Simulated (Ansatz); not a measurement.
## Fields on a plane of ZnS (zinc blende)

```
CELL_PARAMETERS angstrom
      0.00000     2.67846     2.67846
      2.67846     0.00000     2.67846
      2.67846     2.67846     0.00000
ATOMIC_POSITIONS crystal
  S  0.75000 0.75000 0.75000
  Zn 0.00000 0.00000 0.00000
```

The slice is a {100} plane (indices of the conventional cell) through the point (0.000, 0.000, 0.000) (fractional), spanned by u = [100] and v = [0 1 -1] in vectors of this cell: u (3.79 Å) and v (3.79 Å, at 90° to u). It covers one period; positions are fractions (u, v).

Atoms on it: Zn at (0.00, 0.00).

Method: PBEsol (plane waves to 420 eV, PAW, scalar-relativistic; Ansatz, a quantum-chemistry and plane-wave program). k mesh 11×11×11. These are valence fields of a PAW run, semicore shells included where kept as valence: close to a nucleus they are smooth pseudo fields. The PAW data are Ansatz's earlier set. ZnS was relaxed with its symmetry unable to fall.

```
|@@%*+=---:::::::---=+*%@|
|%%#*+=--:::::::::--=+*#%|
|#**+=---:::::::::---=+**|
|+++==--:::::::::::--==++|
|===---:::::...:::::---==|
|-----:::.........:::----|
|----:::...........:::---|
|--::::....     ....::::-|
|-:::::...       ...:::::|
|::::::..         ..:::::|
|:::::...         ...::::|
|:::::...         ...::::|
|:::::...         ...::::|
|::::::..         ..:::::|
|-:::::...       ...:::::|
|--::::....     ....::::-|
|----:::...........:::---|
|-----:::.........:::----|
|===---:::::...:::::---==|
|+++==--:::::::::::--==++|
|#**+=---:::::::::---=+**|
|%%#*+=--:::::::::--=+*#%|
|@@%*+=---:::::::---=+*%@|
|@@%#+=----:::::----=+#%@|
```
Scale: ten equal steps from -1.74 (start of ' ') to 1.67 (end of '@'), in the order ' .:-=+*#%@'. Values: log₁₀ of the valence density in e/Å³. The map has 24 points along u (one character each, u = 0 at the left) and 24 along v (v = 0 in the bottom row). The scale is logarithmic, as a density can span decades between atoms and voids.

```
|xxxx12235789998753221xxx|
|xxx0122346789876432210xx|
|xx012223456777654322210x|
|111222233455655433222211|
|222222222334443322222222|
|222222221122222112222222|
|333332211111111111223333|
|554432110000000001123445|
|776543110000000001134567|
|887653210000000001235678|
|998754210000000001245789|
|999764210000000001246799|
|998754210000000001245789|
|887653210000000001235678|
|776543110000000001134567|
|554432110000000001123445|
|333332211111111111223333|
|222222221122222112222222|
|222222222334443322222222|
|111222233455655433222211|
|xx012223456777654322210x|
|xxx0122346789876432210xx|
|xxxx12235789998753221xxx|
|xxxx12235789998753221xxx|
```
Scale: ten equal steps from 0.01 (start of '0') to 0.56 (end of '9'), in the order '0123456789'. Values: electron localisation function (ELF). The map has 24 points along u (one character each, u = 0 at the left) and 24 along v (v = 0 in the bottom row). Points within 0.5 Å of a nucleus are blanked (x), as the pseudised field means little there.
